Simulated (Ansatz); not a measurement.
Relaxed-ion elastic tensor of P2Ru in space group Pnnm (No. 58; P on 4g, Ru on 2a) in GPa (Voigt order), LDA (plane waves, PAW; program Ansatz); density 6.41 g/cm³, 14.08 Å³ per atom.

```
 422   142   138   0.0   0.0   0.0
 142   534  51.5   0.0   0.0   0.0
 138  51.5   353   0.0   0.0   0.0
 0.0   0.0   0.0  96.8   0.0   0.0
 0.0   0.0   0.0   0.0   196   0.0
 0.0   0.0   0.0   0.0   0.0   178
```

**Question.** Is the crystal mechanically stable?

**Answer.** Yes: the smallest eigenvalue of C is 96.8 GPa.

**Question.** Work out the Voigt, Reuss and Hill averages.

**Answer.** K_V = 219, K_R = 212, K_H = 216; G_V = 159, G_R = 145, G_H = 152 GPa.

**Question.** Give Young's modulus, Poisson's ratio, Pugh's ratio and the universal anisotropy index.

**Answer.** E = 9KG/(3K + G) = 370 GPa; ν = 0.21; K/G = 1.41 (brittle by the Pugh limit of 1.75); A_U = 5G_V/G_R + K_V/K_R − 6 = 0.51.

**Question.** Estimate the sound speeds and the Debye temperature.

**Answer.** v_l = √((K + 4G/3)/ρ) = 8080 m/s, v_t = √(G/ρ) = 4880 m/s, mean 5390 m/s; Θ = (h/k)(3n/4πV)^(1/3) v_m = 665 K.

**Question.** Solve the Christoffel equation for the three sound speeds along x, y, z.

**Answer.** Eigenvalues of C_ijkl n_j n_l equal ρv². In km/s, slowest first: x 5.27, 5.53, 8.11; y 3.89, 5.27, 9.13; z 3.89, 5.53, 7.43.

**Question.** How much does each axis shrink under pressure?

**Answer.** Linear compressibilities β_i = Σ_j S_ij (j = 1 to 3): x 1.2, y 1.3, z 2.2 per TPa.

The first step of the workflow began from a Materials Project structure, measured or hypothetical; the Crystallography Open Database files this formula in space group No. 58, but the cells were not matched. Its standing as an ambient phase is unchecked. The LDA relaxation kept the symmetry of its start; its stability against distortions is not shown here. The run is not spin-polarised.

Potentials: the later of the program's two PAW sets.
